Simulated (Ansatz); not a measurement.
In5AgSe8 in space group P-42m (No. 111; Pearson symbol tP14), the program Ansatz at the r²SCAN level (PAW). The conduction-band minimum lies at Γ, with 1 equivalent valley. Second derivatives d²E/dk² of the lowest band at one valley (eV·Å²), along Cartesian directions:

| direction | d²E/dk² |
|---|---|
| [100] | 59.36 |
| [010] | 59.36 |
| [001] | 51.96 |
| [110] | 59.32 |
| [101] | 55.63 |
| [011] | 55.63 |

**Question.** Find the principal effective masses, the density-of-states mass and the conductivity mass.

**Answer.** Off-diagonal terms follow from H_xy = H[110] − (H_xx + H_yy)/2, and m*/mₑ = 7.620 eV·Å² over each eigenvalue: 0.13, 0.13, 0.15. One valley's DOS mass (m₁m₂m₃)^(1/3) = 0.13, conductivity mass 3/(Σ 1/mᵢ) = 0.13 mₑ.

**Question.** What effective density of states Nc follows at 300 K for parabolic valleys?

**Answer.** Nc = 2.509e19 × 1 × (0.13)^(3/2) ≈ 1.2e18 cm⁻³.

The first step of the workflow began from a Materials Project structure, measured or hypothetical; the Crystallography Open Database files this formula in space group No. 111, but the cells were not matched. Whether it is the stable phase at ambient conditions was not checked. The cell was relaxed with r²SCAN under the symmetry of its start; its stability against distortions is not shown here. No spin polarisation was allowed. Spin–orbit coupling is left out wherever it is not named.

Potentials: the later of the program's two PAW sets.

Edges and masses are those of Kohn–Sham bands, whose gap is no quasiparticle gap.
